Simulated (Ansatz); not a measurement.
HfO2:
```
HfO2
1.0
    5.11450     0.00000     0.00000
    0.00000     5.18095     0.00000
   -0.87123     0.00000     5.22388
Hf O
4 8
Direct
  0.27618   0.04180   0.20822
  0.72382   0.54180   0.29178
  0.72382   0.95820   0.79178
  0.27618   0.45820   0.70822
  0.06991   0.33348   0.34425
  0.93009   0.83348   0.15575
  0.93009   0.66652   0.65575
  0.06991   0.16652   0.84425
  0.44798   0.75762   0.47851
  0.55202   0.25762   0.02149
  0.55202   0.24238   0.52149
  0.44798   0.74238   0.97851
```

Plane-wave PAW r²SCAN (Ansatz code) gives a gap of 4.59 eV without spin–orbit coupling, maximum at Γ, minimum at Y2.

Problem. What happens when spin–orbit coupling is switched on?

Solution. The gap stays essentially unchanged, to 4.59 eV; maximum at Γ, minimum at Y2.

Space group P2_1/c. The cell was relaxed with r²SCAN under the symmetry of its start. The run is not spin-polarised.

Potentials: the later of the program's two PAW sets.
